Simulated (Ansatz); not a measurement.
# Os, one cell by several methods

```
CELL_PARAMETERS angstrom
2.73410 0.00000 0.00000
-1.36705 2.36780 0.00000
0.00000 0.00000 4.31970
ATOMIC_POSITIONS crystal
Os 0.33333 0.66667 0.25000
Os 0.66667 0.33333 0.75000
```

Atom numbers follow the list: Os1, Os2.

The cell comes from COD entry 9017843, which wasn't checked; take it as a given geometry.

No spin–orbit coupling, which matters for the heavy atoms here.

Levels of theory: DFT, PBEsol, PAW with Ansatz's default frozen-core files, scalar-relativistic (Ansatz 0.2.0); DFT, PBEsol, all-electron PAW with datasets made for the crystal, scalar-relativistic (Ansatz 0.2.0); DFT, PBEsol, all-electron LAPW, scalar-relativistic (Ansatz 0.2.0).

For PAW: a Γ-centred 17×17×10 k mesh, Fermi–Dirac smearing of 0.08 eV, cutoff 420 eV, no spin polarisation; the PAW files were made with PBE, and the program remakes their frozen cores for this functional. The crystal-made all-electron datasets (AE datasets) take a cutoff of 320 eV at this cell. LAPW targets a basis error of 1 meV/atom. The Ansatz runs share mesh, smearing and spin set-up. Plane-wave (PAW) pressures include the program's estimate of the Pulay term.

Stress and pressure are positive in compression.

Spin–orbit coupling is left out, which moves gradients at and beside heavy atoms by some per cent and at worst by a factor of two.

In a metal, gradients converge slowly with the k mesh: the values move by tens of per cent from one mesh to another, at times in sign, so only the comparison on one mesh counts.

```
                             quantity    PAW  AE datasets   LAPW
                       pressure (GPa)  -2.70        -2.70  -2.70
                      stress xx (GPa)  -2.50        -2.50  -2.50
                      stress zz (GPa)  -3.10        -3.11  -3.11
field gradient Vzz at Os1 (10²¹ V/m²)  -6.10        -6.17      –
```

PAW's pressure differs from the LAPW value by about 0.01 GPa or less. Datasets made for the crystal and LAPW share parts of one code, so their agreement isn't an independent check.
